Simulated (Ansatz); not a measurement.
## Clamped-ion strain scan in Ag

All numbers below come from DFT r2SCAN, scalar-relativistic, plane waves, PAW (Ansatz). Cutoff 500 eV, Γ-centred 20×20×20 k-points, Gaussian smearing of 0.15 eV. No spin polarisation. Energies are free energies at this smearing, counted from the undisturbed cell; pressure is positive in compression.

Reference structure (as given, not relaxed at this level; it stands at -3.6 GPa; this bcc form isn't the usual structure):

```xyz
1
Lattice="-1.6557 1.6557 1.6557 1.6557 -1.6557 1.6557 1.6557 1.6557 -1.6557" Properties=species:S:1:pos:R:3 pbc="T T T"
Ag    0.0000    0.0000    0.0000
```

The cell is strained by ε times the Voigt pattern (0, 0, 1, 0, 0, 0) (xx, yy, zz, yz, xz, xy; engineering shear) with fractional coordinates fixed. The cell is metallic on the mesh throughout.

```tsv
ε	ΔE (meV/atom)	stress summed along the pattern (GPa, tension positive)
-0.1500	91.5	-20.50
-0.1125	27.2	-10.65
-0.0750	-3.4	-4.06
-0.0375	-9.6	0.80
0.0000	0.0	3.55
0.0375	20.2	5.95
0.0750	49.5	7.71
0.1125	85.2	9.07
0.1312	105.1	9.76
0.1500	126.6	10.38
```